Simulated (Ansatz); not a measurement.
Ansatz input file:

```yaml
crystal:
  lattice:
    - [3.9024008337, 0.0, 0.0]
    - [-1.9512004168, 3.3795782577, 0.0]
    - [0.0, 0.0, 4.84032033]
  atoms:
    - { symbol: Co, position: [0.66666667, 0.33333333, 0.24226979], spin: 1.47 }
    - { symbol: Co, position: [0.66666667, 0.33333333, 0.75773021], spin: 1.47 }
    - { symbol: Co, position: [0.0, 0.0, 0.5], spin: 0.65 }
    - { symbol: Ge, position: [0.0, 0.0, 0.0] }
    - { symbol: Ge, position: [0.33333333, 0.66666667, 0.5] }
basis:
  ecutwfc: 500
kpoints:
  mp_grid: { grid: [12, 12, 8] }
hamiltonian:
  xc: r2scan
scf:
  occupations: { method: gaussian, width: 0.1 }
output:
  forces: true
  stress: true
  eigenvalues: true
  populations: true
magnetization:
  spin_polarized: true
```

Launched with
```bash
ansatz run input.yaml --threads 1 --pin off --max-ram 2560MiB --backend cpu --events-out ev --progress --plain --runs-dir out
```

Theory: Ansatz 0.2.0, DFT r2SCAN, scalar-relativistic, plane waves, PAW.

From the run's log, abridged (iterations and final results):

```
SCF iter   1: F=—  HF=-23996.562817 eV  |F-HF|=—  |Δ(HF+E_count)|=         —  Δρ=5.50e-2 (↑2.13e-2 ↓5.50e-2) dr2=1.77e0  dr2_τ=2.82e-2  dr2_m=4.55e-1  M=3.593 μB ∫|m|=4.027 μB  β_m=1.00  ethr=1.93e-3  ⟨swp⟩=3.0  Hψ=49689  notcnv=0
Mixer restart at iter 1: flushing history
spin=Collinear: Kerker preconditioning applied to the charge; magnetization (m = ρ↑ − ρ↓) channel mixes plain (no charge-response kernel on spin).
SCF iter   2: F=—  HF=-23996.650524 eV  |F-HF|=—  |Δ(HF+E_count)|=   8.77e-2  Δρ=2.15e-2 (↑2.15e-2 ↓1.90e-2) dr2=1.44e0  dr2_τ=7.25e-3  dr2_m=1.19e-2  M=3.561 μB ∫|m|=4.166 μB  β_m=1.00  ethr=1.93e-3  ⟨swp⟩=3.5  Hψ=16965  notcnv=0  defer=412  κ⁻¹=1.0e0(r=1)
SCF iter   3: F=—  HF=-23997.867844 eV  |F-HF|=—  |Δ(HF+E_count)|=    1.22e0  Δρ=1.87e-2 (↑1.87e-2 ↓1.83e-2) dr2=1.38e0  dr2_τ=1.61e-3  dr2_m=2.44e-3  M=3.532 μB ∫|m|=4.175 μB  β_m=1.00  ethr=1.83e-3  ⟨swp⟩=2.0  Hψ=12203  notcnv=0  defer=715  κ⁻¹=6.7e-3(r=2)
SCF iter   4: F=—  HF=-24000.369659 eV  |F-HF|=—  |Δ(HF+E_count)|=    2.50e0  Δρ=1.32e-2 (↑1.08e-2 ↓1.32e-2) dr2=8.46e-1  dr2_τ=1.86e-3  dr2_m=2.77e-3  M=3.358 μB ∫|m|=4.107 μB  β_m=1.00  ethr=1.75e-3  ⟨swp⟩=2.8  Hψ=14411  notcnv=0  defer=711  κ⁻¹=4.1e-3(r=3)
SCF iter   5: F=—  HF=-23999.392683 eV  |F-HF|=—  |Δ(HF+E_count)|=   9.77e-1  Δρ=1.01e-2 (↑1.01e-2 ↓9.45e-3) dr2=1.91e-1  dr2_τ=4.74e-3  dr2_m=6.09e-4  M=3.095 μB ∫|m|=3.952 μB  β_m=1.00  ethr=1.07e-3  ⟨swp⟩=3.0  Hψ=18666  notcnv=0  defer=708  κ⁻¹=3.0e-3(r=4)
SCF iter   6: F=—  HF=-24000.238093 eV  |F-HF|=—  |Δ(HF+E_count)|=         —  Δρ=1.14e-2 (↑1.14e-2 ↓6.67e-3) dr2=1.11e-1  dr2_τ=4.62e-4  dr2_m=1.14e-2  M=2.975 μB ∫|m|=3.747 μB  β_m=1.00  ethr=2.42e-4  ⟨swp⟩=2.5  Hψ=19115  notcnv=0  defer=728
Mixer restart at iter 6: flushing history
SCF iter   7: F=—  HF=-24000.298997 eV  |F-HF|=—  |Δ(HF+E_count)|=   6.09e-2  Δρ=7.94e-3 (↑7.94e-3 ↓7.50e-3) dr2=1.07e-1  dr2_τ=1.19e-3  dr2_m=5.01e-4  M=2.975 μB ∫|m|=3.727 μB  β_m=1.00  ethr=1.41e-4  ⟨swp⟩=1.8  Hψ=10163  notcnv=0  defer=728  κ⁻¹=1.0e0(r=1)
SCF iter   8: F=—  HF=-24000.340489 eV  |F-HF|=—  |Δ(HF+E_count)|=   4.15e-2  Δρ=6.16e-3 (↑5.47e-3 ↓6.16e-3) dr2=7.14e-2  dr2_τ=8.00e-4  dr2_m=1.35e-4  M=2.986 μB ∫|m|=3.730 μB  β_m=1.00  ethr=1.36e-4  ⟨swp⟩=2.0  Hψ=10483  notcnv=0  defer=728  κ⁻¹=3.5e-1(r=2)
SCF iter   9: F=—  HF=-24000.353507 eV  |F-HF|=—  |Δ(HF+E_count)|=   1.30e-2  Δρ=2.32e-3 (↑2.18e-3 ↓2.32e-3) dr2=6.90e-3  dr2_τ=1.72e-4  dr2_m=6.56e-5  M=3.016 μB ∫|m|=3.753 μB  β_m=1.00  ethr=9.04e-5  ⟨swp⟩=2.0  Hψ=18492  notcnv=0  defer=726  κ⁻¹=1.8e-3(r=3)
SCF iter  10: F=—  HF=-24000.358776 eV  |F-HF|=—  |Δ(HF+E_count)|=   5.27e-3  Δρ=1.30e-3 (↑9.37e-4 ↓1.30e-3) dr2=1.49e-3  dr2_τ=2.42e-5  dr2_m=4.81e-5  M=2.997 μB ∫|m|=3.737 μB  β_m=1.00  ethr=8.73e-6  ⟨swp⟩=2.0  Hψ=19170  notcnv=0  defer=734  κ⁻¹=6.6e-4(r=4)
SCF iter  11: F=—  HF=-24000.359630 eV  |F-HF|=—  |Δ(HF+E_count)|=   8.54e-4  Δρ=7.74e-4 (↑5.70e-4 ↓7.74e-4) dr2=8.96e-4  dr2_τ=4.84e-6  dr2_m=2.59e-5  M=2.986 μB ∫|m|=3.725 μB  β_m=1.00  ethr=1.88e-6  ⟨swp⟩=2.0  Hψ=17019  notcnv=0  defer=738  κ⁻¹=6.1e-4(r=5)
SCF iter  12: F=—  HF=-24000.359900 eV  |F-HF|=—  |Δ(HF+E_count)|=   2.70e-4  Δρ=5.33e-4 (↑3.65e-4 ↓5.33e-4) dr2=4.45e-4  dr2_τ=1.34e-6  dr2_m=1.14e-5  M=2.977 μB ∫|m|=3.712 μB  β_m=1.00  ethr=1.13e-6  ⟨swp⟩=1.3  Hψ=9727  notcnv=0  defer=739  κ⁻¹=5.8e-4(r=6)
SCF iter  13: F=—  HF=-24000.360240 eV  |F-HF|=—  |Δ(HF+E_count)|=   3.40e-4  Δρ=4.11e-4 (↑2.20e-4 ↓4.11e-4) dr2=1.35e-4  dr2_τ=9.95e-7  dr2_m=9.33e-6  M=2.962 μB ∫|m|=3.692 μB  β_m=1.00  ethr=5.64e-7  ⟨swp⟩=2.0  Hψ=16926  notcnv=0  defer=739  κ⁻¹=5.4e-5(r=7)
SCF iter  14: F=—  HF=-24000.360315 eV  |F-HF|=—  |Δ(HF+E_count)|=   7.44e-5  Δρ=2.96e-4 (↑2.04e-4 ↓2.96e-4) dr2=8.90e-5  dr2_τ=5.38e-7  dr2_m=3.30e-6  M=2.958 μB ∫|m|=3.688 μB  β_m=1.00  ethr=1.71e-7  ⟨swp⟩=2.0  Hψ=14798  notcnv=0  defer=739  κ⁻¹=2.0e-5(r=8)
SCF iter  15: F=—  HF=-24000.360474 eV  |F-HF|=—  |Δ(HF+E_count)|=   1.59e-4  Δρ=2.12e-4 (↑1.43e-4 ↓2.12e-4) dr2=4.63e-5  dr2_τ=4.01e-7  dr2_m=1.51e-6  M=2.955 μB ∫|m|=3.686 μB  β_m=1.00  ethr=1.13e-7  ⟨swp⟩=2.0  Hψ=14529  notcnv=0  defer=739  κ⁻¹=4.6e-6(r=8)
SCF iter  16: F=—  HF=-24000.360580 eV  |F-HF|=—  |Δ(HF+E_count)|=   1.06e-4  Δρ=1.57e-4 (↑1.40e-4 ↓1.57e-4) dr2=2.50e-5  dr2_τ=2.74e-7  dr2_m=9.04e-7  M=2.948 μB ∫|m|=3.678 μB  β_m=1.00  ethr=5.86e-8  ⟨swp⟩=2.0  Hψ=17091  notcnv=0  defer=739  κ⁻¹=3.0e-6(r=8)
SCF iter  17: F=—  HF=-24000.360594 eV  |F-HF|=—  |Δ(HF+E_count)|=   1.35e-5  Δρ=1.26e-4 (↑1.13e-4 ↓1.26e-4) dr2=2.19e-5  dr2_τ=1.29e-7  dr2_m=3.56e-7  M=2.948 μB ∫|m|=3.678 μB  β_m=1.00  ethr=3.17e-8  ⟨swp⟩=1.5  Hψ=9737  notcnv=0  defer=739  κ⁻¹=1.1e-4(r=8)
SCF iter  18: F=—  HF=-24000.360601 eV  |F-HF|=—  |Δ(HF+E_count)|=   6.93e-6  Δρ=6.29e-5 (↑5.00e-5 ↓6.29e-5) dr2=6.61e-6  dr2_τ=1.62e-8  dr2_m=3.58e-8  M=2.949 μB ∫|m|=3.680 μB  β_m=1.00  ethr=2.77e-8  ⟨swp⟩=2.0  Hψ=16867  notcnv=0  defer=739  κ⁻¹=1.6e-4(r=8)
SCF iter  19: F=—  HF=-24000.360602 eV  |F-HF|=—  |Δ(HF+E_count)|=   9.69e-7  Δρ=2.82e-5 (↑2.17e-5 ↓2.82e-5) dr2=8.12e-7  dr2_τ=1.13e-8  dr2_m=3.69e-8  M=2.948 μB ∫|m|=3.680 μB  β_m=1.00  ethr=8.36e-9  ⟨swp⟩=2.2  Hψ=12602  notcnv=0  defer=739  κ⁻¹=1.3e-4(r=8)
SCF iter  20: F=—  HF=-24000.360601 eV  |F-HF|=—  |Δ(HF+E_count)|=   6.50e-7  Δρ=1.33e-5 (↑1.09e-5 ↓1.33e-5) dr2=2.42e-7  dr2_τ=2.83e-9  dr2_m=5.46e-9  M=2.948 μB ∫|m|=3.679 μB  β_m=1.00  ethr=1.03e-9  ⟨swp⟩=2.0  Hψ=17057  notcnv=0  defer=739  κ⁻¹=6.2e-5(r=8)
SCF iter  21: F=—  HF=-24000.360602 eV  |F-HF|=—  |Δ(HF+E_count)|=   9.41e-7  Δρ=6.30e-6 (↑5.43e-6 ↓6.30e-6) dr2=3.65e-8  dr2_τ=1.13e-9  dr2_m=8.35e-10  M=2.948 μB ∫|m|=3.679 μB  β_m=1.00  ethr=3.06e-10  ⟨swp⟩=2.0  Hψ=14747  notcnv=0  defer=739  κ⁻¹=2.1e-4(r=8)
SCF iter  22: F=—  HF=-24000.360602 eV  |F-HF|=—  |Δ(HF+E_count)|=   4.67e-7  Δρ=5.14e-6 (↑4.28e-6 ↓5.14e-6) dr2=2.78e-8  dr2_τ=4.89e-10  dr2_m=7.57e-10  M=2.948 μB ∫|m|=3.679 μB  β_m=1.00  ethr=4.63e-11  ⟨swp⟩=2.0  Hψ=16923  notcnv=0  defer=739  κ⁻¹=2.7e-5(r=8)
SCF iter  23: F=—  HF=-24000.360603 eV  |F-HF|=—  |Δ(HF+E_count)|=   3.03e-7  Δρ=3.39e-6 (↑2.93e-6 ↓3.39e-6) dr2=1.06e-8  dr2_τ=1.59e-10  dr2_m=9.96e-10  M=2.948 μB ∫|m|=3.679 μB  β_m=1.00  ethr=3.51e-11  ⟨swp⟩=2.3  Hψ=17194  notcnv=0  defer=739  κ⁻¹=3.4e-6(r=8)
SCF iter  24: F=-24000.360603 eV  HF=-24000.360603 eV  |F-HF|=3.31e-8  |Δ(HF+E_count)|=   2.07e-8  Δρ=7.13e-6 (↑3.51e-6 ↓7.13e-6) dr2=5.15e-8  dr2_τ=3.00e-10  dr2_m=2.72e-9  M=2.948 μB ∫|m|=3.679 μB  ethr=1.34e-11  ⟨swp⟩=7.6  Hψ=36164  notcnv=0
SCF 1 converged in 24 iterations: F = -24000.360603 eV  dr2 = 5.15e-8
this state was not tested for a lower state beside it, because the mixer in use, unlike msr1, does not test its closes by its own steps (another_mixer; see scf.mixing.algorithm and scf.lower_state_search)
SCF converged after 24 iterations
Magnetization: 2.9479 μB (40.9739 up, 38.0261 down)
Absolute magnetization: 3.6802 μB (∫|ρ↑−ρ↓|, with the PAW one-centre terms)
Spin contamination: 0.1575 ħ² per cell (⟨S²⟩ above its minimum at these occupations)
Per-site moments (μB) at R_I (Å): [(1.33515081, 0.96744729), (1.33515081, 0.96744729), (0.59474392, 0.92938402), (-0.04051133, 0.99831606), (-0.03698025, 0.92938402)]
Free energy (F): -24000.360603 eV
Harris-Foulkes:  -24000.360603 eV  (|F-HF|=3.31e-8)
Internal energy: -24000.340599 eV  (E = F + TS)
E sigma→0 (E₀):  -24000.350601 eV
Entropy (-TS):   -0.020003 eV (-4.001 meV/atom)
Fermi energy:    16.041934 eV
--- Per-component energies (eV) ---
  E_band       = -1028.630992
  E_kinetic    = 1593.006185
  E_local      = -13757.188149  (includes V_loc(G=0)·N_el)
  E_nonlocal   = 2223.002760
  E_hartree    = 5940.662394
  E_xc         = -612.784190
  E_vxc        = -828.610416  (∫ρ·V_xc dr)
  E_paw        = -8650.064890  (= ΣΔE_a)
  E_vpaw       = -2192.249152  (= ΣTr[D̂ρ^β])
  E_aug_tail   = 0.000141  (compensation charges beyond the density's cutoff)
  E_vtau       = 52.082569  (kinetic-family band-sum trace: ∫τ·v_τ [+ j·A + Jᵃ·Aᵃ] dr)
  E_ewald      = -10733.917700
  E_core_change = -3.057150  (= ΣΔE_core)
  E_smearing   = -0.020003  (= −TS)
--- Forces (eV/Å), atoms counted from 1 ---
  atom   1  Co     0.00000000     0.00000000     0.00621547
  atom   2  Co     0.00000000     0.00000000    -0.00621547
  atom   3  Co     0.00000000     0.00000000     0.00000000
  atom   4  Ge     0.00000000     0.00000000     0.00000000
  atom   5  Ge     0.00000000     0.00000000     0.00000000
--- Stress (GPa, compression-positive) ---
        0.171375       0.000000       0.000000
        0.000000       0.171375       0.000000
        0.000000       0.000000      -0.061177
  P = ⅓ Tr σ = 0.0939 GPa (0.939 kbar)
--- Band table (eV; the first three rows and the last of 190) ---
  k-point 0 ↑: bands = ["-83.3971", "-83.3694", "-82.7040", "-45.5617", "-45.3246", "-45.1305", "-45.1305", "-45.1020", "-45.1020", "-44.6074", "-44.6074", "-44.5055", "-9.2129", "-9.1705", "-9.1705", "-9.0973", "-9.0973", "-8.9841", "-8.9727", "-8.9727", "-8.9642", "-8.9642", "3.1121", "7.9640", "10.1846", "11.0615", "11.0615", "12.0976", "12.4660", "12.4660", "12.7567", "12.7567", "13.6562", "13.6562", "14.4111", "14.4111", "14.9802", "14.9802", "15.3962", "16.2880", "18.3918", "18.3918", "19.7418", "19.9482", "19.9482", "20.8550", "22.3791", "22.9911", "22.9911", "26.2367"]
  k-point 1 ↑: bands = ["-83.3962", "-83.3703", "-82.7040", "-45.5536", "-45.3328", "-45.1295", "-45.1295", "-45.1031", "-45.1031", "-44.6074", "-44.6074", "-44.5055", "-9.2128", "-9.1704", "-9.1704", "-9.0976", "-9.0976", "-8.9830", "-8.9726", "-8.9726", "-8.9641", "-8.9641", "3.2103", "7.4897", "10.5825", "11.0955", "11.0955", "12.1895", "12.4292", "12.4292", "12.7803", "12.7803", "13.5508", "13.5508", "14.4865", "14.4865", "14.9595", "14.9595", "15.2359", "16.4657", "18.5226", "18.5226", "19.8673", "19.9764", "19.9764", "20.4372", "22.6837", "22.7993", "22.7993", "25.4146"]
  k-point 2 ↑: bands = ["-83.3937", "-83.3729", "-82.7040", "-45.5309", "-45.3558", "-45.1265", "-45.1265", "-45.1061", "-45.1061", "-44.6074", "-44.6074", "-44.5057", "-9.2126", "-9.1699", "-9.1699", "-9.0983", "-9.0983", "-8.9802", "-8.9723", "-8.9723", "-8.9640", "-8.9640", "3.4984", "6.5964", "11.1892", "11.1892", "11.2269", "12.3237", "12.3237", "12.4521", "12.8440", "12.8440", "13.3516", "13.3516", "14.6133", "14.6133", "14.8845", "14.9087", "14.9087", "16.8308", "18.8772", "18.8772", "19.7255", "20.0462", "20.0462", "20.3044", "22.3944", "22.3944", "23.0731", "24.2361"]
  k-point 94 ↓: bands = ["-81.7553", "-81.2890", "-81.2779", "-43.6688", "-43.6658", "-43.6063", "-43.2376", "-43.1537", "-43.1445", "-43.1396", "-43.1359", "-43.1288", "-9.2159", "-9.1879", "-9.1866", "-9.1147", "-9.1098", "-8.9871", "-8.9866", "-8.9782", "-8.9773", "-8.9761", "6.4033", "7.0563", "9.6160", "10.5702", "10.8601", "11.2705", "12.7221", "14.0040", "14.1723", "14.2640", "14.3004", "14.8386", "15.1432", "15.3208", "15.5967", "15.7970", "15.8270", "16.2953", "16.8297", "17.0509", "17.8027", "22.0709", "23.1611", "24.3689", "25.2336", "25.5940", "26.1113", "27.4077"]
--- Löwdin populations: 5 sites ---
  site symbol q [e]    m [muB]
     0     Co     16.4807     1.3309
     1     Co     16.4807     1.3309
     2     Co     16.6346     0.5834
     3     Ge     14.4644    -0.0865
     4     Ge     14.4082    -0.1107
  spilling = 0.006726 (of n_electrons = 79.000000)
```

The calculation finished and met its thresholds.

The run took 8.9 min on 1 thread of Intel(R) Xeon(R) Processor @ 2.50GHz (Skylake/Cascade Lake) (shared host), peak memory 0.89 GiB.

The state reached may not be the lowest one.